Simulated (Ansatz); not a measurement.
A relaxed cell of Mo (Im-3m (No. 229)), relaxed on a k-mesh at least as fine as the one used below. All values below come from r2SCAN (plane waves to 500 eV, PAW, scalar-relativistic; Ansatz, a quantum-chemistry and plane-wave program). Γ-centred k-mesh 14×7×14 on the run's cell (coarser than for final values), Fermi–Dirac smearing 0.05 eV.

```xyz
2
Lattice="-1.5753 1.5753 1.5753 3.1506 -3.1506 3.1506 1.5753 1.5753 -1.5753" Properties=species:S:1:pos:R:3 pbc="T T T"
Mo     0.0000     0.0000     0.0000
Mo     1.5753    -1.5753     1.5753
```

The atoms are displaced by (Å):

```
atom     ux      uy      uz
----  -----  ------  ------
Mo1   0.074   0.014  -0.066
Mo2   0.060  -0.103   0.215
```

Q: What forces (eV/Å) and pressure result?

A: 
| atom | Fx | Fy | Fz |
|---|---|---|---|
| Mo1 | 0.70 | -0.42 | 2.70 |
| Mo2 | -0.70 | 0.42 | -2.70 |

Pressure +5.9 GPa.

No spin polarisation in the result.

The run that gave the undisplaced cell could not lose the symmetry of its start; a randomly shaken copy of 2 atoms returns to this structure.
